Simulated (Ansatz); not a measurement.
A relaxed cell of AlAuC4N4 is given with its symmetry left out. The cell was found from a structure generator's guess, not taken from experiment.

Computed with DFT PBE, scalar-relativistic, plane waves, PAW (Ansatz 0.2.0). Cutoff 420 eV, Γ-centred mesh, Gaussian smearing, no spin polarisation.

```cif
data_structure
_symmetry_space_group_name_H-M 'P 1'
_symmetry_Int_Tables_number 1
_cell_length_a 6.9976
_cell_length_b 6.9976
_cell_length_c 4.2752
_cell_angle_alpha 93.020
_cell_angle_beta 93.020
_cell_angle_gamma 93.283
_cell_volume 208.38
loop_
_atom_site_label
_atom_site_type_symbol
_atom_site_fract_x
_atom_site_fract_y
_atom_site_fract_z
_atom_site_occupancy
Al1 Al 0.50000 0.50000 0.00000 1
C1 C 0.36470 0.36470 0.36911 1
C2 C 0.63530 0.63530 0.63089 1
C3 C 0.80641 0.19359 0.00000 1
C4 C 0.19359 0.80641 0.00000 1
Au1 Au 0.00000 0.00000 0.00000 1
N1 N 0.35020 0.35020 0.63800 1
N2 N 0.64980 0.64980 0.36200 1
N3 N 0.69196 0.30804 0.00000 1
N4 N 0.30804 0.69196 0.00000 1
```

The zero of energy is the elements' standard structures at the same level (N₂ as a molecule); no fitted shifts are applied.

Question: What space group does it have?

Answer: C2/m (No. 12). Conventional cell: a = 9.609 Å, b = 10.176 Å, c = 4.275 Å, β = 94.4°. Al is surrounded by 4 N at 1.95–2.03 Å and 2 C at 2.12 Å; around C on a site of symmetry m lie 1 N at 1.17 Å and 1 Al at 2.12 Å; Au is surrounded by 2 C at 1.97 Å; N on a site of symmetry m is surrounded by 1 C at 1.17 Å and 1 Al at 2.03 Å; 2 more sites not described.

Question: How far does it lie from the elements in energy?

Answer: +0.176 eV/atom. The separate elements lie lower, so it is unstable against them.

Question: Is it a metal?

Answer: No, the gap on the 4×4×6 mesh is 3.56 eV.

Question: From what recipe could a structure generator have reached it?

Answer: One such recipe: stacked square cyanide-bridged sheets (C2/m, No. 12). Other recipes can lead to the same cell.

The last run used a 4×4×6 mesh (in the run's order of axes) for its 10-atom cell and Gaussian smearing of 0.02 eV. No dispersion correction is applied, so the spacing and binding between layers, chains or molecules are poorly described. These runs have no spin–orbit coupling, which can matter for Au. Kohn–Sham gaps at this level usually fall short of measured ones. The reference form of C is held partly by dispersion forces, which this level lacks. A structure relaxed within its symmetry needn't be a true minimum.
